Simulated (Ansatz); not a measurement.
Computed properties of Ta$_{5}$Ga$_{3}$B

Ta5Ga3B:
```yaml
crystal:
  lattice:
    - [7.73380, 0.00000, 0.00000]
    - [-3.86690, 6.69767, 0.00000]
    - [0.00000, 0.00000, 5.30723]
  atoms:
    - { symbol: Ta, position: [0.00000, 0.75722, 0.75000] }
    - { symbol: Ta, position: [0.00000, 0.24278, 0.25000] }
    - { symbol: Ta, position: [0.24278, 0.00000, 0.25000] }
    - { symbol: Ta, position: [0.75722, 0.00000, 0.75000] }
    - { symbol: Ta, position: [0.24278, 0.24278, 0.75000] }
    - { symbol: Ta, position: [0.75722, 0.75722, 0.25000] }
    - { symbol: Ta, position: [0.66667, 0.33333, 0.50000] }
    - { symbol: Ta, position: [0.33333, 0.66667, 0.50000] }
    - { symbol: Ta, position: [0.33333, 0.66667, 0.00000] }
    - { symbol: Ta, position: [0.66667, 0.33333, 0.00000] }
    - { symbol: Ga, position: [0.00000, 0.40187, 0.75000] }
    - { symbol: Ga, position: [0.00000, 0.59813, 0.25000] }
    - { symbol: Ga, position: [0.59813, 0.00000, 0.25000] }
    - { symbol: Ga, position: [0.40187, 0.00000, 0.75000] }
    - { symbol: Ga, position: [0.59813, 0.59813, 0.75000] }
    - { symbol: Ga, position: [0.40187, 0.40187, 0.25000] }
    - { symbol: B, position: [0.00000, 0.00000, 0.50000] }
    - { symbol: B, position: [0.00000, 0.00000, 0.00000] }
```

Space group P6_3/mcm (No. 193); conventional cell a = 7.734 Å, b = 7.734 Å, c = 5.307 Å, α = 90.00°, β = 90.00°, γ = 120.00°.

Method: the program Ansatz at the r²SCAN level (PAW). The cell and atoms are relaxed at this level. Other levels are named where they apply.

Cell and energy:

- Volume per atom = 15.27 Å³
- Density = 13.59 g/cm³
- Formation energy from the elements (no fitted shifts) = -0.50 eV/atom

Electronic structure:

- Electronic character: metallic (no gap)
- Density of states at the Fermi level: 0.23 states/eV per atom (mean over ±0.08 eV)

The first step of the workflow began from a Materials Project structure, measured or hypothetical; the Crystallography Open Database copy checked does not list it. Its standing as an ambient phase is unchecked. The cell was relaxed with r²SCAN under the symmetry of its start; its stability against distortions is not shown here. The run is not spin-polarised. The references are the lowest solids computed at this level, not always the standard phases. Scalar-relativistic: spin–orbit coupling is off unless named, which matters more the heavier the elements.

Potentials: the later of the program's two PAW sets.
